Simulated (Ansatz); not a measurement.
The start is a generated cell, Si2Ni built in the AFLOW prototype AB2_oP6_58_a_g (C18, as in FeS2). A full variable-cell relaxation at zero pressure is run with PBEsol (plane waves to 420 eV, PAW, scalar-relativistic; Ansatz, a quantum-chemistry and plane-wave program). The first steps use a coarse 6×5×7 k-mesh.

Input geometry:
```
Si2Ni
1.0
    4.24354     0.00000     0.00000
    0.00000     5.17921     0.00000
    0.00000     0.00000     3.23321
Ni Si
2 4
Direct
  0.00000   0.00000   0.00000
  0.50000   0.50000   0.50000
  0.20040   0.37870   0.00000
  0.70040   0.12130   0.50000
  0.29960   0.87870   0.50000
  0.79960   0.62130   0.00000
```
Spin-polarised start, with parallel moments on Ni.

```json
{
 "initial_pressure": "+43 GPa (positive: the cell is compressed)",
 "largest_initial_force": "about 2.3 eV/Å, on Si3, Si4, Si5, Si6 (atoms numbered as listed)",
 "outcome": "The space group stays Pnnm (No. 58) (the run could not lower it), with 6 atoms in the primitive cell",
 "energy_released": "0.56 eV/atom",
 "Shortest distances (start → end)": "The closest pairs of elements (up to four, under 3.6 Å), start → end: Si–Si 2.11 → 2.39 Å; Ni–Si 2.14 → 2.30 Å; Ni–Ni 3.23 → 2.60 Å",
 "band_gap_at_the_end": "zero (metallic)",
 "moments_at_the_end": "zero (the starting moments vanished)",
 "optimiser_moves": "22"
}
```

Final structure:

```cif
data_Ni2Si4
_chemical_formula_sum 'Ni2 Si4'
_space_group_name_H-M_alt 'Pnnm'
_space_group_IT_number 58
_space_group_name_Hall '-P 2 2n'
_cell_length_a 5.51901
_cell_length_b 5.55286
_cell_length_c 2.60298
_cell_angle_alpha 90.000
_cell_angle_beta 90.000
_cell_angle_gamma 90.000
loop_
_space_group_symop_operation_xyz
  'x, y, z'
  '-x, -y, -z'
  '-x, -y, z'
  'x, y, -z'
  'x+1/2, -y+1/2, -z+1/2'
  '-x+1/2, y+1/2, z+1/2'
  '-x+1/2, y+1/2, -z+1/2'
  'x+1/2, -y+1/2, z+1/2'
loop_
_atom_site_label
_atom_site_type_symbol
_atom_site_symmetry_multiplicity
_atom_site_Wyckoff_symbol
_atom_site_fract_x
_atom_site_fract_y
_atom_site_fract_z
_atom_site_occupancy
Ni1 Ni 2 a 0.00000 0.00000 0.00000 1
Si1 Si 4 g 0.17887 0.37850 0.00000 1
```

Final values are on a 9×9×18 k-mesh of the relaxed cell. No spin polarisation in the result: the starting moments vanished. A magnetic state may lie lower.

The run could not lose the symmetry of its start: the end is stationary, and may be a saddle point rather than a minimum.

The relaxed structure here is a generated cell of Si2Ni: the first start was made by placing the elements on the sites of a structure type, and the end was not matched to a known phase here, so it may be hypothetical. Known forms of Si2Ni include space group No. 225.
